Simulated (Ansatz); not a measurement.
SiGeC2 in space group P-4m2 (No. 115; Ge on 1c, Si on 1a, C on 2g), the program Ansatz at the PBEsol level (PAW), all energies at zero smearing, with the estimated change up to a 700 eV cutoff added, with one set of potentials and settings (totals compare only within such a set). Cell of 4 atoms (1 Ge, 1 Si, 2 C): -5368.122 eV.

| element | reference phase | E (eV/atom) |
|---|---|---|
| Ge | Fd-3m, 2 atoms in the cell | -4253.4978 |
| Si | Fd-3m, 2 atoms in the cell | -621.4920 |
| C | P6_3/mmc, 4 atoms in the cell | -246.6950 |

Formation energy per atom, worked out: (-5368.122 − 1×(-4253.4978) − 1×(-621.4920) − 2×(-246.6950))/4 = 0.064 eV/atom (6 kJ per mol of atoms), at 0 K, without zero-point energy or fitted corrections.

The start of the workflow was typed in or built on a structure type; neither database checked (COD, Materials Project) lists it. Whether it is the stable phase at ambient conditions was not checked. Symmetry was held in the PBEsol relaxation; its stability against distortions is not shown here. The references are the lowest solids computed at this level, not always the standard phases.

Potentials: the later of the program's two PAW sets.
